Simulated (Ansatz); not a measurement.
# CaHI in Ansatz, settings compared

The input file (Ansatz 0.2.0, plane waves):

```yaml
crystal:
  lattice:
    - [4.152627, 0.0, 0.0]
    - [0.0, 4.152627, 0.0]
    - [0.0, 0.0, 8.515146]
  atoms:
    - { symbol: Ca, position: [0.0, 0.5, 0.14] }
    - { symbol: Ca, position: [0.5, 0.0, 0.86] }
    - { symbol: H, position: [0.0, 0.0, 0.0] }
    - { symbol: H, position: [0.5, 0.5, 0.0] }
    - { symbol: I, position: [0.0, 0.5, 0.67] }
    - { symbol: I, position: [0.5, 0.0, 0.33] }
  symmetry: { tolerance: 0.0003 }
kpoints:
  mp_grid: { grid: [4, 4, 2], shift: [0, 0, 0] }
magnetization:
  spin_polarized: false
scf:
  occupations: { method: gaussian, width: 0.0569 }
hamiltonian:
  pseudopotentials: { kind: paw }
  xc: r2scan
basis:
  ecutwfc: 500
output:
  forces: true
  stress: true
  eigenvalues: true
```

The command:

```bash
ansatz run input.yaml --threads 1 --pin off --max-ram 2560MiB --backend cpu --events-out ev --progress --plain --runs-dir out
```

Origin of the cell: a known structure type with other elements, at an estimated volume, so it need not be a known compound.

Output of this run (shortened):

```
Pseudopotentials: kind: paw
Pseudopotential: Ca, paw, valence charge 10, recommended cutoff 500 eV (meta_gga), Ca.paw.azcp
Pseudopotential: H, paw, valence charge 1, recommended cutoff 500 eV (meta_gga), H.paw.azcp
Pseudopotential: I, paw, valence charge 17, recommended cutoff 500 eV (meta_gga), I.paw.azcp
Functional definition: r2SCAN
  exchange = r2scan_x(k0 = k0, k1 = k1, a1 = a1)
  correlation = r2scan_c
Crystal: 6 atoms, lattice volume = 146.838 Å³
Basis set: ecut = 500 eV, 3735 PW (Γ), exchange–correlation on 128×128×256 points (64 copies of the dense FFT grid, shifted against one another)
Bands: 34, of which v1, the nominal top of the filled ones, is band 28 counted from 1 (27 counted from 0)
Symmetry: 16 space group operations
[… 10 lines left out …]
Initial density: superposition of atomic densities (neutral atoms: chi_scale 0, normalization atom), corrected by the library's trained network
Functional: x = r2scan, c = r2scan; τ floored in thin density (d = 2e-4 eV/Å³)
SCF iter   1: F=—  HF=-18738.810515 eV  Δρ=4.50e-3  dr2=3.68e-2  dr2_τ=7.48e-3
SCF iter   2: F=—  HF=-18738.887652 eV  Δρ=2.36e-3  dr2=1.09e-2  dr2_τ=1.98e-4  defer=22
SCF iter   3: F=—  HF=-18738.886260 eV  Δρ=4.83e-4  dr2=1.78e-4  dr2_τ=4.47e-5  defer=10
SCF iter   4: F=—  HF=-18738.886401 eV  Δρ=1.59e-4  dr2=3.19e-5  dr2_τ=1.89e-6  defer=10
SCF iter   5: F=—  HF=-18738.886530 eV  Δρ=3.22e-5  dr2=2.32e-6  dr2_τ=7.54e-8  defer=10
SCF iter   6: F=—  HF=-18738.886530 eV  Δρ=9.42e-6  dr2=1.12e-7  dr2_τ=6.17e-9  defer=10
SCF iter   7: F=-18738.886530 eV  HF=-18738.886530 eV  Δρ=2.15e-6  dr2=7.70e-9  dr2_τ=3.54e-10
SCF 1 converged in 7 iterations: F = -18738.886530 eV  dr2 = 7.70e-9
SCF converged after 7 iterations
Free energy (F): -18738.886530 eV
Harris-Foulkes:  -18738.886530 eV  (|F-HF|=5.41e-9)
Internal energy: -18738.886530 eV  (E = F + TS)
E sigma→0 (E₀):  -18738.886530 eV
Fermi energy:    6.845593 eV
--- Per-component energies (eV) ---
  E_band       = -1106.137640
  E_kinetic    = 957.653715
  E_local      = -5433.083771  (includes V_loc(G=0)·N_el)
  E_nonlocal   = -52.317316
  E_hartree    = 2526.832716
  E_xc         = -533.955684
  E_vxc        = -692.340486  (∫ρ·V_xc dr)
  E_paw        = -11406.574316  (= ΣΔE_a)
  E_vpaw       = -980.182790  (= ΣTr[D̂ρ^β])
  E_aug_tail   = -0.001020  (compensation charges beyond the density's cutoff)
  E_vtau       = 40.466125  (kinetic-family band-sum trace: ∫τ·v_τ [+ j·A + Jᵃ·Aᵃ] dr)
  E_ewald      = -4797.145629
  E_core_change = -0.295225  (= ΣΔE_core)
  E_smearing   = -0.000000  (= −TS)
  Σ components = -18738.886530   (vs F -18738.886530, Δ=0.00e0)
--- Forces (eV/Å), atoms counted from 1 ---
  atom   1  Ca     0.000000     0.000000     0.115486
  atom   2  Ca     0.000000     0.000000    -0.115486
  atom   3  H      0.000000     0.000000    -0.000000
  atom   4  H      0.000000     0.000000    -0.000000
  atom   5  I      0.000000     0.000000     0.423469
  atom   6  I      0.000000     0.000000    -0.423469
  max |Σ_I F_I| component: 0.00e0 eV/Å
--- Stress (GPa, compression-positive) ---
       -2.313594       0.000000       0.000000
        0.000000      -2.313594       0.000000
        0.000000       0.000000      -0.663280
  P = ⅓ Tr σ = -1.7635 GPa (-17.635 kbar)
```

The same input was run again with these changes:

1. `hamiltonian.dispersion` default → d4
2. `basis.ecutwfc` 500 → "36.7 Ry"
3. `basis.ecutwfc` 500 → "350 eV"
4. `accuracy` default → medium; `basis.ecutrho_ratio` default → 12

| run | end | SCF iterations | P (GPa) | max force component (eV/Å) | moment (μB) | ΔE(σ→0) (meV/atom) |
| --- | --- | --- | --- | --- | --- | --- |
| base | converged | 7 | -1.76 | 0.423 | – | 0 |
| 1 | converged | 7 | -2.18 | 0.426 | – | – |
| 2 | converged | 7 | -1.76 | 0.423 | – | 0.01 |
| 3 | converged | 7 | -1.76 | 0.423 | – | 6.07 |
| 4 | converged | 7 | -1.76 | 0.423 | – | 0.00 |

Energies are compared only where functional, datasets, charge and starting cell are the same.

Not properties of the system: run 3 (too coarse or loose: `basis.ecutwfc` = "350 eV").

Caveats of the base run: no spin-orbit coupling, though heavy elements are present.

Run 2: the cutoff lies below the datasets' advice.
Run 3: the cutoff lies below the datasets' advice.

The base run took 10 s of wall time on 1 CPU thread(s) of a shared host, from the program's own first density.
